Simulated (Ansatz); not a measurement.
ZnS (wurtzite), relaxed and computed with several functionals in Ansatz (plane waves, PAW). Much of their spread follows the volume that each gives.

| functional | V (Å³/atom) | B₀ by P(V) fit (GPa) |
|---|---|---|
| LDA | 18.58 | 85.9 |
| HSE06 | 19.98 | ? |
| PBE | 20.19 | 69.1 |
| r²SCAN | 19.60 | 77.7 |

### Question
Fit a straight line to ln B₀ against ln V and predict the withheld value.

### Answer
Least squares on the 3 shown rows: ln B₀ = -2.53 × ln V + (11.855), with a scatter of 1.9 %. For HSE06 this gives 72.1. The run itself gave 74.7, a miss of 3.5 % of that.

All cells were relaxed under the symmetry of their starts (and spin orders); stability against distortions was not tested throughout.

Potentials: the earlier of the program's two PAW sets. The files were generated under PBE; for other functionals the program regenerates the frozen cores, and for LDA and PBEsol the local potential too.

Ansatz (a quantum-chemistry and plane-wave program) is a plane-wave DFT program.
